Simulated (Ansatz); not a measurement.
Relaxed GaN (wurtzite):

```
CELL_PARAMETERS angstrom
      3.21838     0.00000     0.00000
     -1.60919     2.78720     0.00000
      0.00000     0.00000     5.24320
ATOMIC_POSITIONS crystal
  Ga 0.66667 0.33333 0.00096
  Ga 0.33333 0.66667 0.50096
  N  0.66667 0.33333 0.62424
  N  0.33333 0.66667 0.12424
```

The numbers are results of PBE (plane waves to 420 eV, PAW, scalar-relativistic; Ansatz, an electronic-structure program), not measurements. k mesh 10×10×5 (Γ-centred), Fermi-Dirac smearing 0.05 eV. As the smearing reaches across the gap at some points, energies and forces of such displacements shift with the k mesh and the smearing. GaN was relaxed with its symmetry unable to fall.

One atom of the cell was then moved (with its periodic images), all else fixed, and the forces (eV/Å) came out as:

```tsv
atom	Fx	Fy	Fz
Ga1	0.000	0.000	-2.657
Ga2	0.000	0.000	11.139
N3	0.000	0.000	-1.749
N4	0.000	0.000	-6.733
```

Q: Which atom was moved, and by which vector (Å)?

A: Ga2, by (0.00, 0.00, -0.33), 0.33 Å in all.

(A displaced cell: forces are minus the slopes of the energy, force constants its curvatures, and phonons follow from these.)
